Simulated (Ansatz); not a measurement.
Below is a relaxed structure of Al₃B₂As₅. The cell was found from a structure generator's guess, not taken from experiment.

Level of theory: DFT PBE, scalar-relativistic, plane waves, PAW in Ansatz 0.2.0. Cutoff 420 eV, Γ-centred mesh, Gaussian smearing, no spin polarisation.

```
Al B As
1.0
    -1.87526    1.87526   13.77164
     1.87526   -1.87526   13.77164
     1.87526    1.87526  -13.77164
Al B As
3 2 5
Cartesian
  0.0000 0.0000 24.4923
  0.0000 0.0000 13.7716
  0.0000 0.0000 3.0510
  0.0000 0.0000 19.5168
  0.0000 0.0000 8.0265
  1.8753 0.0000 9.1689
  0.0000 1.8753 12.2446
  0.0000 1.8753 1.5271
  1.8753 0.0000 4.6028
  0.0000 1.8753 6.8858
```

Energies over the elements count from the elements' standard structures at the same level, with no fitted energy shifts.

(1) What space group does it have?

(2) How far does it lie from the elements in energy?

(3) Is it a metal?

Answers

(1) I-4m2 (No. 119), with Al and B ordered on zinc blende sites. Conventional cell: a = 3.751 Å, c = 27.543 Å. Al on a site of symmetry 2mm is surrounded by 4 As at 2.42–2.43 Å; Al on a site of symmetry -4m2 is surrounded by 4 As at 2.42 Å; around B lie 4 As at 2.19–2.20 Å; As on a site of symmetry 2mm is surrounded by 2 B at 2.20 Å and 2 Al at 2.43 Å; 2 more sites not described.

(2) −0.130 eV/atom. A negative formation energy is needed for stability but isn't enough: competing phases decide.

(3) No, the gap on the 14×14×14 mesh is 0.57 eV.

The last run used a 14×14×14 mesh for its 10-atom cell and Gaussian smearing of 0.02 eV. Kohn–Sham gaps at this level usually fall short of measured ones. The reference form of As is held partly by dispersion forces, which this level lacks. A structure relaxed within its symmetry needn't be a true minimum.
